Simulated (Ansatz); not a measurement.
# Vibrational response of PbF2 at 11 GPa

All numbers below come from DFT PBE+D3(BJ), scalar-relativistic, plane waves, PAW (Ansatz 0.2.0). Settings: 420 eV plane-wave cutoff, Γ-centred 8×8×8 mesh, fixed occupations. No spin polarisation. Phonons by linear response, acoustic sum rule imposed.

The cell, relaxed at 11 GPa:
```
Pb F
1.0
     0.00000    2.86599    2.86599
     2.86599    0.00000    2.86599
     2.86599    2.86599    0.00000
Pb F
1 2
Direct
  0.00000 0.00000 0.00000
  0.25000 0.25000 0.25000
  0.75000 0.75000 0.75000
```

Spin–orbit coupling is left out, which can shift energies with elements as heavy as these. Other phases may be more stable at this pressure.

Q: Is this structure stable against zone-centre distortions?

A: Yes, at Γ: no optical mode is imaginary. Strains and other wave vectors aren't tested by this run.

Q: List the optical modes at Γ without the LO field (i marks imaginary ones).

A:
```csv
frequency (cm⁻¹),degeneracy,IR intensity of the level ((D/Å)²/amu)
171,3,23.34
298,3,0.00
```

Cost: 1 run of about 1.3 core-minutes, on Arm Neoverse N1 (shared hosts).